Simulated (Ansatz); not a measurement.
SnS:
```
CELL_PARAMETERS angstrom
      2.00186    -5.58836     0.00000
      2.00186     5.58836     0.00000
      0.00000     0.00000     4.00393
ATOMIC_POSITIONS crystal
  Sn 0.87741 0.12259 0.25000
  Sn 0.12259 0.87741 0.75000
  S  0.64701 0.35299 0.25000
  S  0.35299 0.64701 0.75000
```

Relaxed with LDA. Special points in fractions of this cell's reciprocal vectors: Γ (0.000, 0.000, 0.000); Y (-0.500, 0.500, 0.000); C0 (-0.282, 0.718, 0.000); Σ0 (0.282, 0.282, 0.000); Z (0.000, 0.000, 0.500); A0 (0.282, 0.282, 0.500); E0 (-0.282, 0.718, 0.500); T (-0.500, 0.500, 0.500); S (0.000, 0.500, 0.000); R (0.000, 0.500, 0.500).

**Question.** List the band energies nearest the Fermi level at these points for DFT-LDA in the program Ansatz with PAW potentials.

**Answer.** In eV from the Fermi level; about four levels below and three above (degenerate sets whole), none deeper than 8.9 eV; points with the same levels are listed once.

```json
[
 {"k": "Γ", "below": "-3.81 -2.97 -2.36 -0.92", "above": "3.17 3.88 4.03"},
 {"k": "Y", "below": "-2.40 -2.30 -0.93 -0.02", "above": "3.30 3.51 4.09"},
 {"k": "C0", "below": "-2.52 -2.38 -2.34 -1.60", "above": "0.03 0.83 0.91"},
 {"k": "Z", "below": "-2.38 -2.38 -0.48 -0.48", "above": "0.74 0.74 1.53 1.53"},
 {"k": "A0", "below": "-3.94 -3.94 -2.31 -2.31", "above": "2.28 2.28 4.54 4.54"},
 {"k": "T", "below": "-2.27 -2.27 -1.34 -1.34", "above": "1.84 1.84 2.15 2.15"},
 {"k": "S", "below": "-2.54 -2.29 -1.02 -0.19", "above": "1.04 1.10 1.27"},
 {"k": "R", "below": "-4.65 -4.65 -2.24 -2.24", "above": "2.26 2.26 4.70 4.70"}
]
```

Space group Cmcm. The workflow started from a Materials Project entry (that database holds measured and hypothetical structures alike); the Crystallography Open Database files this formula in space group No. 63, but the cells were not matched. It is not the phase usual at ambient conditions (space group No. 62). The LDA relaxation kept the symmetry of its start; its stability against distortions is not shown here. A crystal of weakly bound layers computed without a dispersion correction: the cell and the soft elastic constants depend strongly on that. The Fermi level of a semimetal is unsure by some 0.05 eV on such meshes. Spin–orbit coupling is left out wherever it is not named.

Potentials: the later of the program's two PAW sets.
